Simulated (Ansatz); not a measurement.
SiC:
```xyz
2
Lattice="2.8557 0.0000 0.0000 -1.4279 2.4731 0.0000 0.0000 0.0000 2.5818" Properties=species:S:1:pos:R:3 pbc="T T T"
Si     0.0000     0.0000     0.0000
C      1.4279     0.8244     1.2909
```

Relaxed with PBE. Special points in fractions of this cell's reciprocal vectors: Γ (0.000, 0.000, 0.000); M (0.500, 0.000, 0.000); K (0.333, 0.333, 0.000); A (0.000, 0.000, 0.500); L (0.500, 0.000, 0.500); H (0.333, 0.333, 0.500).

Q: List the band energies nearest the Fermi level at these points for plane-wave PAW PBE (Ansatz code).

A: In eV from the Fermi level; about four levels below and three above (degenerate sets whole), none deeper than 8.9 eV; … stands for higher levels left out; points with the same levels are listed once.

```csv
k,below,above
Γ,-0.82 -0.73 -0.73,3.88 5.82 …
M,-3.20,1.14 1.83 8.84
K,-7.93,1.45 7.85 8.97
A,–,1.31 1.31 7.87
L,-7.89 -6.99 -3.77 -0.60,5.07 …
H,-6.58 -3.93 -2.19 -1.64,…
```

Space group P-6m2. A made-up cell: these elements were put on the sites of a structure type; neither database checked (COD, Materials Project) lists it. It is not the phase usual at ambient conditions (space group No. 186, 216). The cell was relaxed with PBE under the symmetry of its start; whether a distortion lowers the energy is not shown.

Potentials: the later of the program's two PAW sets.
